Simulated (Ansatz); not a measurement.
A trial cell of PbS was relaxed with r2SCAN (plane waves to 500 eV, PAW, scalar-relativistic; Ansatz, a first-principles code).

Before: C2/c (No. 15), mS8; a = 7.2047 Å, b = 5.2651 Å, c = 7.8891 Å, α = γ = 90.00°, β = 99.54°.

After relaxation:

Simulated powder pattern, Cu Kα, λ = 1.54184 Å (kinematic, ideal powder, no thermal factors, no anomalous dispersion; the 24 strongest lines at most, above 1 %, up to 2θ = 90°):

```json
[
 {"2θ (°)": "25.83", "I/Imax (%)": "97"},
 {"2θ (°)": "29.91", "I/Imax (%)": "100"},
 {"2θ (°)": "42.81", "I/Imax (%)": "76"},
 {"2θ (°)": "50.68", "I/Imax (%)": "51"},
 {"2θ (°)": "53.10", "I/Imax (%)": "27"},
 {"2θ (°)": "62.15", "I/Imax (%)": "13"},
 {"2θ (°)": "68.45", "I/Imax (%)": "22"},
 {"2θ (°)": "70.49", "I/Imax (%)": "35"},
 {"2θ (°)": "78.42", "I/Imax (%)": "27"},
 {"2θ (°)": "84.21", "I/Imax (%)": "17"}
]
```

Identify the relaxed structure from its pattern: crystal system, space group and cell.

Cubic, Fm-3m (No. 225), cF8, rock salt type; a = b = c = 5.974 Å, α = β = γ = 90.00°. Sites: Pb 4b (0.500, 0.500, 0.500); S 4a (0.000, 0.000, 0.000).

Index the strongest lines.

25.83° (111), 29.91° (200), 42.81° (220), 50.68° (311), 70.49° (420).

No spin polarisation in the result.

The run could not lose the symmetry of its start; a randomly shaken copy of 4 atoms returns to this structure.
